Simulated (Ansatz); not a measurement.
input.yaml

```yaml
crystal:
  lattice:
    - [5.6753192149, 0.0, 0.0]
    - [0.0, 5.6753192149, 0.0]
    - [0.0, 0.0, 5.6753192149]
  atoms:
    - { symbol: Sr, position: [0.0, 0.0, 0.0] }
    - { symbol: Ca, position: [0.0, 0.5, 0.5] }
    - { symbol: Ca, position: [0.5, 0.0, 0.5] }
    - { symbol: Ca, position: [0.5, 0.5, 0.0] }
basis:
  ecutwfc: 420
kpoints:
  mp_grid: { grid: [8, 8, 8] }
hamiltonian:
  xc: pbesol
scf:
  occupations: { method: gaussian, width: 0.1 }
output:
  forces: true
  stress: true
  eigenvalues: true
```

Run as
```bash
ansatz run input.yaml --threads 1 --pin off --max-ram 1331MiB --backend cpu --events-out ev --progress --plain --runs-dir out
```

The calculation used Ansatz 0.2.0, DFT PBEsol, scalar-relativistic, plane waves, PAW.

Part of what the program printed, abridged (iterations and final results):

```
SCF iter   1: F=—  HF=-8873.346318 eV  |F-HF|=—  |Δ(HF+E_count)|=         —  Δρ=2.06e-3  dr2=9.92e-3  ethr=1.77e-3  ⟨swp⟩=10.0  Hψ=10202  notcnv=0
automatic band count: the SCF goes on with 28 bands, as 24 were too few: the levels above may hold too much charge
SCF iter   2: F=—  HF=-8873.346622 eV  |F-HF|=—  |Δ(HF+E_count)|=   3.04e-4  Δρ=1.04e-3  dr2=3.91e-3  ethr=2.48e-5  ⟨swp⟩=3.2  Hψ=2055  notcnv=0  defer=9
SCF iter   3: F=—  HF=-8873.345695 eV  |F-HF|=—  |Δ(HF+E_count)|=   9.27e-4  Δρ=2.02e-4  dr2=1.25e-4  ethr=9.78e-6  ⟨swp⟩=3.0  Hψ=1622  notcnv=0  defer=9
SCF iter   4: F=—  HF=-8873.345677 eV  |F-HF|=—  |Δ(HF+E_count)|=   1.84e-5  Δρ=6.23e-5  dr2=1.57e-5  ethr=3.13e-7  ⟨swp⟩=1.9  Hψ=1006  notcnv=0  defer=9
SCF iter   5: F=—  HF=-8873.345686 eV  |F-HF|=—  |Δ(HF+E_count)|=   8.94e-6  Δρ=1.61e-5  dr2=9.50e-7  ethr=3.92e-8  ⟨swp⟩=2.0  Hψ=1042  notcnv=0  defer=11
SCF iter   6: F=-8873.345685 eV  HF=-8873.345686 eV  |F-HF|=3.63e-8  |Δ(HF+E_count)|=   6.29e-8  Δρ=3.22e-6  dr2=6.57e-8  ethr=2.50e-10  ⟨swp⟩=11.5  Hψ=5398  notcnv=0
SCF 1 converged in 6 iterations: F = -8873.345685 eV  dr2 = 6.57e-8
SCF converged after 6 iterations
Free energy (F): -8873.345685 eV
Harris-Foulkes:  -8873.345686 eV  (|F-HF|=3.63e-8)
Internal energy: -8873.311944 eV  (E = F + TS)
E sigma→0 (E₀):  -8873.328815 eV
Entropy (-TS):   -0.033742 eV (-8.435 meV/atom)
Fermi energy:    4.852736 eV
--- Per-component energies (eV) ---
  E_band       = -665.078053
  E_kinetic    = 1066.374669
  E_local      = -3339.712488  (includes V_loc(G=0)·N_el)
  E_nonlocal   = 398.037676
  E_hartree    = 1054.327918
  E_xc         = -571.652434
  E_vxc        = -662.434228  (∫ρ·V_xc dr)
  E_paw        = -5154.599139  (= ΣΔE_a)
  E_vpaw       = -236.001052  (= ΣTr[D̂ρ^β])
  E_aug_tail   = -0.000019  (compensation charges beyond the density's cutoff)
  E_ewald      = -2326.578856
  E_core_change = 0.490730  (= ΣΔE_core)
  E_smearing   = -0.033742  (= −TS)
--- Forces (eV/Å), atoms counted from 1 ---
  atom   1  Sr     0.00000000     0.00000000     0.00000000
  atom   2  Ca     0.00000000     0.00000000     0.00000000
  atom   3  Ca     0.00000000     0.00000000     0.00000000
  atom   4  Ca     0.00000000     0.00000000     0.00000000
--- Stress (GPa, compression-positive) ---
       -0.814855       0.000000       0.000000
        0.000000      -0.814855       0.000000
        0.000000       0.000000      -0.814855
  P = ⅓ Tr σ = -0.8149 GPa (-8.149 kbar)
--- Band table (eV; the first three rows and the last of 35) ---
  k-point 0: bands = ["-37.1643", "-37.1548", "-37.1548", "-31.3100", "-18.2546", "-18.2546", "-18.2546", "-18.2145", "-18.2145", "-18.2145", "-18.1829", "-18.1829", "-18.1829", "-13.3255", "-13.3255", "-13.3255", "0.9444", "4.2639", "4.2639", "4.5264", "5.3623", "5.3623", "5.3623", "5.8140", "5.8140", "5.8140", "7.1219", "7.1219"]
  k-point 1: bands = ["-37.1640", "-37.1552", "-37.1548", "-31.3100", "-18.2531", "-18.2531", "-18.2521", "-18.2149", "-18.2149", "-18.2146", "-18.1856", "-18.1840", "-18.1840", "-13.3264", "-13.3255", "-13.3255", "1.0320", "4.0925", "4.3343", "4.5357", "5.3647", "5.3647", "5.4120", "5.7884", "5.7884", "5.9204", "7.0266", "7.1564"]
  k-point 2: bands = ["-37.1631", "-37.1560", "-37.1548", "-31.3099", "-18.2489", "-18.2489", "-18.2449", "-18.2163", "-18.2163", "-18.2149", "-18.1933", "-18.1867", "-18.1867", "-13.3288", "-13.3258", "-13.3258", "1.2904", "3.5562", "4.5288", "4.7241", "5.3733", "5.3733", "5.5586", "5.7258", "5.7258", "6.1843", "6.7749", "7.2603"]
  k-point 34: bands = ["-37.1580", "-37.1580", "-37.1580", "-31.3098", "-18.2722", "-18.2516", "-18.2516", "-18.2516", "-18.1903", "-18.1903", "-18.1903", "-18.1823", "-18.1823", "-13.3289", "-13.3289", "-13.3289", "3.7276", "3.7276", "3.7276", "4.0781", "4.5952", "4.8197", "4.8197", "4.8197", "6.9244", "6.9244", "6.9244", "7.0259"]
```

Self-consistency was reached.